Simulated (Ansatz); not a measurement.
MgTe:
```
CELL_PARAMETERS angstrom
      3.71285     0.00000     0.00000
      0.00000     3.71285     0.00000
      0.00000     0.00000     3.71285
ATOMIC_POSITIONS crystal
  Mg 0.00000 0.00000 0.00000
  Te 0.50000 0.50000 0.50000
```

Relaxed with PBE. Special points in fractions of this cell's reciprocal vectors: Γ (0.000, 0.000, 0.000); X (0.000, 0.500, 0.000); M (0.500, 0.500, 0.000); R (0.500, 0.500, 0.500).

Problem. List the band energies nearest the Fermi level at these points for DFT-PBE in the program Ansatz with PAW potentials.

Solution. In eV from the Fermi level; about four levels below and three above (degenerate sets whole), none deeper than 8.9 eV; points with the same levels are listed once.

```json
[
 {"k": "Γ", "below": "-0.99 -0.99 -0.99", "above": "0.08 3.41 3.41"},
 {"k": "X", "below": "-6.04 -0.04 -0.04", "above": "2.96 4.55 5.37 5.37"},
 {"k": "M", "below": "-4.51 -4.51 -1.33", "above": "0.82 6.49 6.61 6.61"},
 {"k": "R", "below": "-3.27 -3.27 -3.27", "above": "0.76 0.76 0.76"}
]
```

Space group Pm-3m (CsCl type). The cell is a constructed one: a structure type filled with these elements; neither database checked (COD, Materials Project) lists it. COD files the formula under space group No. 186, so this cell is another polymorph or a model. Its standing as an ambient phase is unchecked. Symmetry was held in the PBE relaxation. At this level the phase is dynamically unstable (imaginary phonons). Scalar-relativistic: spin–orbit coupling is off unless named, which matters more the heavier the elements.

Potentials: the later of the program's two PAW sets.
